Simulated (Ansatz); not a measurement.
Si3N4 in space group Fd-3m (No. 227; Si on 16c, Si on 8b, N on 32e), the program Ansatz at the LDA level (PAW): ε∞ = 5.21, cell volume 113.75 Å³. Infrared-active transverse modes:

```csv
ω_TO (cm⁻¹),oscillator strength S_xx (e²/amu)
405.7,0.03422
613.8,4.749
730.2,0.3230
816.4,2.020
```

Task: Compute the static dielectric constant.

Result: Each mode adds (4.921e7/V) S/ω²: 0.09, 5.45, 0.26, 1.31. So ε0 = 12.3.

The LDA relaxation kept the symmetry of its start; phonons on a q-mesh show no instability.

Potentials: the later of the program's two PAW sets.
